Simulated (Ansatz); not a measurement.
Sc2GeB2:
Space group P-6m2 (No. 187); a = b = 3.1500 Å, c = 7.8163 Å, α = β = 90.00°, γ = 120.00°

| atom | site | symmetry | x | y | z |
|---|---|---|---|---|---|
| Sc | 2h | 3m. | 0.3333 | 0.6667 | 0.2832 |
| Ge | 1a | -6m2 | 0.0000 | 0.0000 | 0.0000 |
| B | 1b | -6m2 | 0.0000 | 0.0000 | 0.5000 |
| B | 1f | -6m2 | 0.6667 | 0.3333 | 0.5000 |

Relaxed with PBEsol.

Problem. Decompose the optical modes at the zone centre into irreducible representations, and say which are infrared and Raman allowed.

Solution. Point group -6m2: Γ_opt = A1' + 3A2'' + 3E' + E''. Infrared: A2'', E'. Raman: A1', E', E''.

Problem. Assign frequencies (DFPT, PBEsol in the plane-wave PAW code Ansatz).

Solution. E' 109, E'' 219, A2'' 239, A1' 300, E' 402, A2'' 462, A2'' 523, E' 810 cm⁻¹.

The start of the workflow was typed in or built on a structure type; neither database checked (COD, Materials Project) lists it. Whether it is the stable phase at ambient conditions was not checked. The PBEsol relaxation kept the symmetry of its start; whether a distortion lowers the energy is not shown. The run is not spin-polarised. As this level gives no gap, phonon frequencies hold no LO–TO term and depend on the k-mesh and smearing (Fermi–Dirac, 0.1 eV here).

Potentials: the earlier of the program's two PAW sets. The files were generated under PBE; for other functionals the program regenerates the frozen cores, and for LDA and PBEsol the local potential too.
